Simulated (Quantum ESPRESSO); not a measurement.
AlMg2ClSe3, a curve over strain

A calculation, not a measurement. The program is pw.x of Quantum ESPRESSO 7.5 (plane-wave density functional theory). The cell is made up: 7 atoms on a zincblende/diamond lattice with one site empty, with randomly drawn elements, strain and displacements, not relaxed. PseudoDojo standard norm-conserving files (v0.5 for PBE, v0.4.1 for LDA and PBEsol) set the functional; there is no spin polarisation, spin-orbit coupling or dispersion term, and the masses in the input are unused placeholders. A spin-polarised start on this cell or one of its family kept no moment.

Seven runs add a strain to one cell (along z); the atoms follow the cell and are not relaxed. Stress in the table is positive in tension.

Input of the run at +0.0012:

```
&control calculation='scf', pseudo_dir='./dojo.nc.sr.pbe.v0_5.standard.upf', outdir='./o', disk_io='medium', tprnfor=.true., tstress=.true. /
&system ibrav=0, nat=7, ntyp=4, nbnd=45, ecutwfc=85.99341389, nosym=.true., tot_charge=0,
 occupations='smearing', smearing='fd', degauss=0.0018374661
/
&electrons conv_thr=7.350e-09, electron_maxstep=60, /
ATOMIC_SPECIES
Al 1.0 Al.upf
Cl 1.0 Cl.upf
Mg 1.0 Mg.upf
Se 1.0 Se.upf
CELL_PARAMETERS angstrom
5.6815 0.0 0.0
0.0 5.6815 0.0
0.0 0.0 5.6883
ATOMIC_POSITIONS angstrom
Al -0.1279 2.8992 2.8
Mg 2.9011 0.0559 2.791
Mg 2.7579 2.8401 0.0955
Cl 1.3186 1.3346 1.3715
Se 1.3533 4.2324 4.3951
Se 4.2026 1.4887 4.3632
Se 4.1512 4.2907 1.4626
K_POINTS automatic
4 4 4 1 1 1
```

| added strain | free energy less that of the input shown (eV) | stress xx (GPa) | stress yy (GPa) | stress zz (GPa) | stress xy (GPa) | pressure (GPa) | next band up at Gamma (eV) | iterations |
| --- | --- | --- | --- | --- | --- | --- | --- | --- |
| -0.0216 | 0.0483 | -2.49 | -3.89 | -2.58 | 2.55 | 2.99 | 1.219 | 9 |
| -0.0130 | 0.0256 | -2.07 | -3.46 | -2.02 | 2.48 | 2.52 | 1.183 | 9 |
| +0.0012 | 0.0000 | -1.43 | -2.78 | -1.12 | 2.36 | 1.78 | 1.123 | 9 |
| +0.0038 | -0.0031 | -1.32 | -2.66 | -0.96 | 2.34 | 1.65 | 1.111 | 9 |
| +0.0100 | -0.0087 | -1.06 | -2.39 | -0.57 | 2.29 | 1.34 | 1.084 | 9 |
| +0.0132 | -0.0105 | -0.93 | -2.26 | -0.38 | 2.27 | 1.19 | 1.070 | 9 |
| +0.0217 | -0.0116 | -0.60 | -1.91 | 0.14 | 2.21 | 0.79 | 1.032 | 9 |

A cubic fit gives a slope of stress zz against the added strain of 63 GPa at zero added strain, with the atoms clamped. Across the table the free energy follows the integral of the stress to within 0.5 meV. A rerun of one of the cells at 1467 eV and a 6 x 6 x 6 mesh moved values by no more than 0.003 eV in energy, 0.02 GPa in stress and 0.006 eV/Å in force. The band column is the level of band 40 at Gamma less that of band 39, whose number is half the electron count, rounded up; it comes from a band step after each run.